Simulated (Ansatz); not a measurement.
Theory: DFT PBE, scalar-relativistic, plane waves, PAW in Ansatz 0.2.0. Settings: cutoff 420 eV, Γ-centred meshes spaced at most about 0.3 Å⁻¹ (2π included), Gaussian smearing. No spin polarisation in the final relaxations.

All energies are static (0 K, no zero-point motion). All come from trial cells, and lower structures may exist.

Question: Order these relaxed structures of HfSn2S6 by energy, lowest first, with the energy over the lowest of them.
A.

```
CELL_PARAMETERS angstrom
6.41299 0.00000 0.00000
-3.20649 5.55381 0.00000
0.00000 0.00000 6.85199
ATOMIC_POSITIONS crystal
Hf 0.00000 0.00000 0.00000
Sn 0.33333 0.66667 0.00000
Sn 0.66667 0.33333 0.00000
S 0.33256 0.00000 0.21411
S 0.00000 0.33256 0.21411
S 0.66744 0.66744 0.21411
S 0.66744 0.00000 0.78589
S 0.33256 0.33256 0.78589
S 0.00000 0.66744 0.78589
```

B.

```
CELL_PARAMETERS angstrom
3.68433 0.00000 0.00000
-1.84217 3.19073 0.00000
0.00000 0.00000 20.41665
ATOMIC_POSITIONS crystal
Hf 0.00000 0.00000 0.00000
Sn 0.00000 0.00000 0.66817
Sn 0.00000 0.00000 0.33183
S 0.33333 0.66667 0.74091
S 0.33333 0.66667 0.07010
S 0.33333 0.66667 0.40456
S 0.66667 0.33333 0.92990
S 0.66667 0.33333 0.25909
S 0.66667 0.33333 0.59544
```

Answer: B (0 meV/atom), A (65 meV/atom). Forms: B Hf and Sn ordered on cadmium iodide sites, P-3m1; A Hf and Sn ordered on cadmium iodide sites, P-31m. Counting S atoms around Hf and Sn (those within 1.25 times the shortest such distance or 1.15 times the sum of covalent radii, 1.27 where that leaves under three): B has Hf 6, Sn 6; A has Hf 6, Sn 6.

Weakly bound directions are ill-defined at this level, which has no dispersion term (P-3m1, P-31m), and this can change margins and order among such cells. Spin–orbit coupling, which can matter for Hf, is left out. Cells relaxed within their symmetry can be saddle points. Some types were kept out of the candidates beforehand, so the set may lack a known form.
